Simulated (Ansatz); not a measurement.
Bi:
Space group P6₃/mmc (No. 194); a = b = 3.4139 Å, c = 5.8418 Å, α = β = 90.00°, γ = 120.00°

| atom | site | symmetry | x | y | z |
|---|---|---|---|---|---|
| Bi | 2c | -6m2 | 0.3333 | 0.6667 | 0.2500 |

Relaxed at zero pressure with LDA in the plane-wave PAW code Ansatz.

**Question.** The volume is lowered by 9 % and shape and atoms relax at that volume. What pressure results, and how do the axes share the change?

**Answer.** 7.5 GPa; a -2.9 %, b -2.9 %, c -3.5 %; the energy rises by 57 meV/atom.

**Question.** Give the new structure.

**Answer.** 
Space group P6₃/mmc (No. 194); a = 3.3154 Å, b = 3.3154 Å, c = 5.6365 Å, α = 90.00°, β = 90.00°, γ = 120.00°

```tsv
atom	site	symmetry	x	y	z
Bi	2c	-6m2	0.3333	0.6667	0.2500
```

The phase is kept; no other phase was compared at this pressure.

Space group P6_3/mmc (hcp (Mg type)). The workflow started from an entry of the Crystallography Open Database (COD, 298 K), which files this formula under 2 space groups. It is not the phase usual at ambient conditions (space group No. 166). The cell was relaxed with LDA under the symmetry of its start; its stability against distortions is not shown here. The volume moved by -72 % from the start of the relaxation. The volume fell by over 15 % from the filed cell, which may lack light atoms or belong to other conditions. Axis ratios of metals converge slowly with the k-mesh, so a and c are less sure than the volume. Scalar-relativistic: spin–orbit coupling is off unless named, which matters more the heavier the elements.

Potentials: the later of the program's two PAW sets.
